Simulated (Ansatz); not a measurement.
Total density of states per atom from r²SCAN (plane waves, PAW; program Ansatz), in 0.25 eV bins, energy from the Fermi level:

```
E (eV) | states/eV/atom
    -7.85 | ### 0.45
    -7.60 | ############### 2.41
    -7.35 | ############################## 4.84
    -7.10 | ##### 0.73
    -6.85 | ### 0.44
    -6.60 | ### 0.46
    -6.35 | ### 0.46
    -6.10 | ## 0.36
    -5.85 | ### 0.55
    -5.60 | #### 0.68
    -5.35 | #### 0.63
    -5.10 |  0.04
    -4.85 |  0.01
    -4.60 |  0.04
    -4.35 | # 0.09
    -4.10 | # 0.16
    -3.85 | ## 0.29
    -3.60 | ### 0.55
    -3.35 | ####### 1.21
    -3.10 | ############ 1.93
    -2.85 | ####### 1.17
    -2.60 | ###### 0.98
    -2.35 | ######### 1.39
    -2.10 | ######### 1.40
    -1.85 | ############# 2.17
    -1.60 | ########### 1.82
    -1.35 | ######### 1.50
    -1.10 | ################ 2.61
    -0.85 | ######### 1.43
    -0.60 | ###### 0.95
    -0.35 | ####### 1.12
    -0.10 | ##### 0.79
     0.15 | ### 0.47
     0.40 | ## 0.31
     0.65 | # 0.16
     0.90 | # 0.14
     1.15 | # 0.20
     1.40 | # 0.18
     1.65 | # 0.24
     1.90 | ### 0.50
     2.15 | ### 0.40
     2.40 | ## 0.27
     2.65 | ## 0.29
     2.90 | ### 0.46
     3.15 | ### 0.48
     3.40 | ## 0.37
     3.65 | ## 0.39
     3.90 | ## 0.35
     4.15 | ## 0.32
     4.40 | # 0.18
     4.65 | # 0.16
```

Task: Which compound is it?
A) ZnNi3N, anti-perovskite
B) AlN, wurtzite
C) LaSiNi4, Cmmm (La on 2a, Si on 2c, Ni on 4i, Ni on 4f)
D) YN, rock salt

Result: A, ZnNi3N, anti-perovskite. Within 0.5 eV of the Fermi level: Ni 3d 76 %, N 2p 13 %, Ni 4s 6 %. Projections are on Löwdin-orthogonalised atomic valence shells; empty p or d shells of many metals are not among them.

Space group Pm-3m (anti-perovskite). The workflow started from a Materials Project entry (that database holds measured and hypothetical structures alike); the Crystallography Open Database copy checked does not list it. Whether it is the stable phase at ambient conditions was not checked. The cell was relaxed with r²SCAN under the symmetry of its start; its stability against distortions is not shown here. No spin polarisation was allowed. With an odd number of electrons in the cell and no spin polarisation, the count alone makes it a metal.

Potentials: the later of the program's two PAW sets.
